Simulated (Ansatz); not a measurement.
Al$_{2}$O$_{3}$:
```cif
data_Al4O6
_chemical_formula_sum 'Al4 O6'
_space_group_name_H-M_alt 'P 1'
_space_group_IT_number 1
_cell_length_a 5.12950
_cell_length_b 5.12950
_cell_length_c 5.12950
_cell_angle_alpha 55.274
_cell_angle_beta 55.274
_cell_angle_gamma 55.274
loop_
_space_group_symop_operation_xyz
  'x, y, z'
loop_
_atom_site_label
_atom_site_type_symbol
_atom_site_fract_x
_atom_site_fract_y
_atom_site_fract_z
_atom_site_occupancy
Al1 Al 0.35191 0.35191 0.35191 1
Al2 Al 0.14809 0.14809 0.14809 1
Al3 Al 0.64809 0.64809 0.64809 1
Al4 Al 0.85191 0.85191 0.85191 1
O1 O 0.55636 0.94364 0.25000 1
O2 O 0.25000 0.55636 0.94364 1
O3 O 0.94364 0.25000 0.55636 1
O4 O 0.44364 0.05636 0.75000 1
O5 O 0.75000 0.44364 0.05636 1
O6 O 0.05636 0.75000 0.44364 1
```

Relaxed with r²SCAN. r²SCAN (plane waves, PAW; program Ansatz) gives a gap of 7.14 eV.

Question: What gap does HSE06 give on the same cell (Ansatz, PAW)?

Answer: 8.11 eV, 0.97 eV more. The hybrid was solved on a coarser mesh and at special points; its gap is the smallest among all of these.

```tsv
k	v1 r²SCAN	c1 r²SCAN	v1 HSE06	c1 HSE06
Γ	0.00	7.14	0.00	8.11
T	-0.39	9.63	?	?
L	-0.29	10.43	?	?
F	-0.27	10.62	-0.31	11.53
S0	-0.30	10.54	?	?
H0	-0.52	10.73	?	?
```

Question: Top valence (v1) and lowest conduction level (c1) in eV from each method's valence maximum (which need not be a listed point): supply the withheld HSE06 values.

Answer: 
- T, v1 HSE06: -0.42
- T, c1 HSE06: 10.65
- L, v1 HSE06: -0.33
- L, c1 HSE06: 11.47
- S0, v1 HSE06: -0.34
- S0, c1 HSE06: 11.54
- H0, v1 HSE06: -0.58
- H0, c1 HSE06: 11.71

Cost on shared cores: the r²SCAN run (SCF on a 7×7×7 mesh, then bands and DOS) roughly 110 core-seconds, the HSE06 run (SCF on 4×4×4, then a few points) around 2.8 core-minutes (rough); the tasks are unlike.

Space group R-3c (corundum). The cell was relaxed with r²SCAN under the symmetry of its start.

Potentials: the later of the program's two PAW sets.
